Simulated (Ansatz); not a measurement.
Level of theory: DFT PBE, scalar-relativistic, plane waves, PAW (Ansatz). The final run on the 4-atom cell used 420 eV, a Γ-centred 10×10×10 mesh, 0.10 eV smearing and no spin polarisation.

Energies over the elements count from the elements' standard structures at the same level, with no fitted energy shifts.

Q: Give a relaxed trial structure of a cubic metal with formula Mg3Se, with a formation energy near −0.22 eV/atom and a density near 2.84 g/cm³, in a cell of 4 atoms.

A: Mg3Se, space group Pm-3m (No. 221). Mg is surrounded by 4 Se at 3.15 Å and 8 Mg at 3.15 Å; around Se lie 12 Mg at 3.15 Å.

```cif
data_structure
_symmetry_space_group_name_H-M 'Pm-3m'
_symmetry_Int_Tables_number 221
_cell_length_a 4.4608
_cell_length_b 4.4608
_cell_length_c 4.4608
_cell_angle_alpha 90.000
_cell_angle_beta 90.000
_cell_angle_gamma 90.000
_cell_volume 88.76
loop_
_atom_site_label
_atom_site_type_symbol
_atom_site_symmetry_multiplicity
_atom_site_Wyckoff_symbol
_atom_site_fract_x
_atom_site_fract_y
_atom_site_fract_z
_atom_site_occupancy
Mg1 Mg 3 c 0.00000 0.50000 0.50000 1
Se1 Se 1 a 0.00000 0.00000 0.00000 1
```

- Volume per atom: 22.19 Å³
- Density: 2.84 g/cm³
- Energy over the elements: −0.22 eV/atom
- Gap on the 10×10×10 mesh of the 4-atom cell: 0 eV (a metal)

It was reached by relaxing an invented guess, and it needn't be the stable form of this composition. The answer needn't be unique; the calculation gave this one.

The reference form of Se is held partly by dispersion forces, which this level lacks. A structure relaxed within its symmetry needn't be a true minimum.
